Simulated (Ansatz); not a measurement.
HgTe (zinc blende, F-43m), a = 6.4347 Å, b = 6.4347 Å, c = 6.4347 Å, α = 90.00°, β = 90.00°, γ = 90.00°; the cell used has 2 atoms.

Relaxed with LDA.

Decompose the optical modes at the zone centre into irreducible representations, and say which are infrared and Raman allowed.

Point group -43m: Γ_opt = T2. Infrared: T2. Raman: T2.

Assign frequencies (DFPT, LDA in the plane-wave PAW code Ansatz).

T2 116 cm⁻¹.

Symmetry was held in the LDA relaxation; of distortions, only those at the zone centre were tested. As this level gives no gap, phonon frequencies hold no LO–TO term and depend on the k-mesh and smearing (Fermi–Dirac, 0.1 eV here). Scalar-relativistic: spin–orbit coupling is off unless named, which matters more the heavier the elements.

Potentials: the later of the program's two PAW sets.
